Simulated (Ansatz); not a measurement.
# Density of states of CsO

Space group Immm (No. 71). a = 4.334 Å, b = 6.437 Å, c = 7.558 Å, α = 90.00°, β = 90.00°, γ = 90.00°
| atom | site | symmetry | x | y | z |
| --- | --- | --- | --- | --- | --- |
| Cs | 4i | mm2 | 0.0000 | 0.0000 | 0.2536 |
| O | 4g | m2m | 0.5000 | 0.1172 | 0.5000 |

The runs use the primitive cell with vectors (-2.167, 3.219, 3.779), (2.167, -3.219, 3.779), (2.167, 3.219, -3.779) Å, to which the k mesh refers.

Symmetry: Immm, No. 71, orthorhombic system. Conventional cell: a = 4.334 Å, b = 6.437 Å, c = 7.558 Å, α = 90.00°, β = 90.00°, γ = 90.00°. Around Cs (site symmetry mm2) lie 6 O at 2.96 to 3.12 Å. Around O (site symmetry m2m) lie 1 O at 1.51 Å.

The cell is the one relaxed in the Materials Project (mp-7896), not relaxed further here; entries there can be hypothetical.

No spin–orbit coupling, which matters for the heavy atoms here.

These are results of Ansatz 0.2.0, DFT, LDA, all-electron LAPW, scalar-relativistic, not measurements.

The runs use a Γ-centred 7×7×7 k mesh, Fermi–Dirac smearing of 0.01 eV, basis error target 1 meV/atom, no spin polarisation.

States per eV and cell, averaged over 0.6 eV, from -5.8 to 3.6 eV, with energies (bin centres) from the valence-band top; empty bins are left out. The partial columns, the largest 4 alone, are projections on Löwdin-orthogonalised atomic shells (those that the program's projection atoms carry: the occupied ones and, for some elements, an empty d or f shell; other empty shells have no column), summed over atoms of an element. Weights on diffuse s and p shells depend on that basis and aren't pure angular character.

```csv
E (eV),total,O 2p,Cs 6s,Cs 5p,O 2s
-5.6,0.04,0.03,0.00,0.00,0.00
-5.0,3.30,2.74,0.07,0.16,0.28
-3.8,4.27,3.79,0.07,0.29,0.01
-3.2,2.40,2.12,0.03,0.21,0.00
-0.8,4.53,4.13,0.05,0.03,0.00
-0.2,2.14,2.00,0.01,0.03,0.00
1.6,0.13,0.01,0.06,0.00,0.01
2.2,1.71,0.18,0.81,0.06,0.08
2.8,2.43,0.42,0.69,0.04,0.07
3.4,3.61,1.17,0.37,0.02,0.14
```

(1) Which of the resolved shells contributes most in the top eV of the valence band?

## Answers

(1) O 2p, with 92 % of all states there; Cs 5p follows with 1 %.
